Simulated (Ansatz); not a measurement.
## How much do the gradients of CsPbBr3 with Sr replacing Cs depend on the method?

Cell: a supercell of CsPbBr3 (cubic perovskite type, Pm-3m) built from an entry of the Crystallography Open Database (COD), with the ions relaxed around the defect (PBE).

Space group Im-3m (No. 229); a = 11.7400 Å.

| site | Wyckoff | site symmetry | x | y | z |
| --- | --- | --- | --- | --- | --- |
| Sr | 2a | m-3m | 0.0000 | 0.0000 | 0.0000 |
| Cs | 6b | 4/mm.m | 0.0000 | 0.0000 | 0.5000 |
| Pb | 8c | .-3m | 0.2500 | 0.2500 | 0.2500 |
| Br | 24h | m.m2 | 0.0000 | 0.2298 | 0.2298 |

One atom of each set is listed; the run and its k-mesh use a cell of 20 atoms with edges of 10.17, 10.17, 10.17 Å.

First run. Level of theory: DFT, PBE, plane waves and PAW, scalar-relativistic, 420 eV cutoff, Γ-centred 2×2×2 k-points, Fermi–Dirac smearing 0.01 eV, cell charge +1 (Ansatz 0.2.0).

```json
{"site": "Sr", "V_zz (10²¹ V/m²)": "0.00", "η": "–"}
{"site": "Cs", "V_zz (10²¹ V/m²)": "-3.01", "η": "0.00"}
{"site": "Pb", "V_zz (10²¹ V/m²)": "-8.20", "η": "0.00"}
{"site": "Br", "V_zz (10²¹ V/m²)": "16.11", "η": "0.47"}
```

Second run. The same atoms and settings, except that the functional is r2SCAN and the cutoff is 500 eV.

Task: What does the second run give?

Result: 

| site | V_zz | η | change of V_zz |
| --- | --- | --- | --- |
| Sr | 0.00 | – | 0.00 |
| Cs | -3.02 | 0.00 | -0.01 |
| Pb | -8.00 | 0.00 | +0.20 |
| Br | 14.68 | 0.50 | -1.43 |

The largest change of V_zz is on Br, from 16.11 to 14.68. In per cent, |V_zz| changes by +1 on Cs, -2 on Pb, -9 on Br (all sites that start above 0.5).

The defect repeats with the cell of 20 atoms, so it feels its images: sites between two images don't show the values beside a lone defect, and zeros or small values of η there can come from the images' arrangement. Br carries a gradient in the pure host already, so the values there aren't the defect's effect alone. The relaxation keeps the site symmetry m-3m of the start, so the impurity can't leave its site; a start off the site could end lower. This high-symmetry form of CsPbBr3 is unstable when cold, to tilts of the octahedra. The symmetry of the cell holds that distortion back, wholly or in part, and it would change the field gradients, the more the larger the distortion. A uniform background compensates the cell's charge. Spin–orbit coupling is left out, which shifts gradients on Pb by a few per cent, and by more where contributions nearly cancel.
